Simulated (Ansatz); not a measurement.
Space group Pm-3m (No. 221). a = 3.623 Å, b = 3.623 Å, c = 3.623 Å, α = 90.00°, β = 90.00°, γ = 90.00°
| atom | site | symmetry | x | y | z |
| --- | --- | --- | --- | --- | --- |
| Mg | 1a | m-3m | 0.0000 | 0.0000 | 0.0000 |
| Tl | 1b | m-3m | 0.5000 | 0.5000 | 0.5000 |

Equation of state of this MgTl structure (not necessarily the ground state), with shape and atoms relaxed at each volume where symmetry leaves them free. It has no gap at any of these volumes. All numbers below come from DFT PBEsol, scalar-relativistic, plane waves, PAW in Ansatz.

Cutoff 420 eV; k points 12×12×12 on the computed 2-atom cell (Γ-centred); Gaussian smearing, width 0.10 eV; no spin polarisation.

```tsv
V (Å³/atom)	E − E(largest V) (meV/atom)	P (GPa)
20.927	29.15	6.78
21.641	3.74	4.64
22.354	-12.92	2.82
23.067	-22.04	1.28
23.781	-24.74	-0.02
24.494	-22.10	-1.10
25.208	-15.05	-2.02
26.159	0.00	-3.01
```

Question: Fit a third-order Birch–Murnaghan equation to E(V).

Answer: V0 = 23.77 Å³/atom, B0 = 40 GPa, B0' = 4.8.

Spin-orbit coupling is left out, which matters for the bands of heavy elements.

Cost: 8 runs of about 0.6 core-minutes in all, on Arm Neoverse V1 (shared hosts).